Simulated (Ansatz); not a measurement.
BeTe:
```yaml
crystal:
  lattice:
    - [0.00000, 2.68007, 2.68007]
    - [2.68007, 0.00000, 2.68007]
    - [2.68007, 2.68007, 0.00000]
  atoms:
    - { symbol: Be, position: [0.00000, 0.00000, 0.00000] }
    - { symbol: Te, position: [0.50000, 0.50000, 0.50000] }
```

Relaxed with PBE. Special points in fractions of this cell's reciprocal vectors: Γ (0.000, 0.000, 0.000); X (0.500, 0.000, 0.500); U (0.625, 0.250, 0.625); K (0.375, 0.375, 0.750); L (0.500, 0.500, 0.500); W (0.500, 0.250, 0.750).

Task: List the band energies nearest the Fermi level at these points for plane-wave PAW PBE with spin–orbit coupling (Ansatz code).

Result: In eV from the Fermi level; about four levels below and three above (degenerate sets whole), none deeper than 8.9 eV; points with the same levels are listed once.

| k | below | above |
|---|---|---|
| Γ | -0.09 -0.09 -0.09 -0.09 | 2.98 2.98 5.93 5.93 |
| X | -2.90 -2.90 -1.02 -1.02 | 3.01 3.01 8.49 8.49 |
| U | -5.06 -5.06 -2.44 -2.44 | 0.46 0.46 5.74 5.74 |
| L | -0.69 -0.69 -0.03 -0.03 | 2.20 2.20 2.23 2.23 |
| W | -4.83 -4.83 -4.22 -4.22 | 3.25 3.25 3.37 3.37 |

Space group Fm-3m (rock salt). The start of the workflow was typed in or built on a structure type; neither database checked (COD, Materials Project) lists it. COD files the formula under space group No. 216, so this cell is another polymorph or a model. Whether it is the stable phase at ambient conditions was not checked. Symmetry was held in the PBE relaxation; whether a distortion lowers the energy is not shown. Its formation energy is positive at this level, so the cell may be metastable or incomplete.

Potentials: the earlier of the program's two PAW sets.
